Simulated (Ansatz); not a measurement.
Given:

AlRh:
```yaml
crystal:
  lattice:
    - [2.94841, 0.00000, 0.00000]
    - [0.00000, 2.94841, 0.00000]
    - [0.00000, 0.00000, 2.94841]
  atoms:
    - { symbol: Al, position: [0.00000, 0.00000, 0.00000] }
    - { symbol: Rh, position: [0.50000, 0.50000, 0.50000] }
```

This is the LDA-relaxed structure.

All from the program Ansatz at the LDA level (PAW), unless another level is named. Estimate the Poisson's ratio.

0.29.

Predict the elastic constants (relaxed ions, GPa).

C11 = 345, C12 = 166, C44 = 123.

Space group Pm-3m (CsCl type). The first step of the workflow began from a Materials Project structure, measured or hypothetical; the Crystallography Open Database copy checked does not list it. With Al and Rh taken as one species the cell has the higher symmetry Im-3m, so it may be an ordered model of a mixed-site phase. Whether it is the stable phase at ambient conditions was not checked. Symmetry was held in the LDA relaxation; of distortions, only those at the zone centre were tested. The run is not spin-polarised. As this level gives no gap, shear constants depend on the k-mesh and smearing (Fermi–Dirac, 0.1 eV here).

Potentials: the later of the program's two PAW sets.
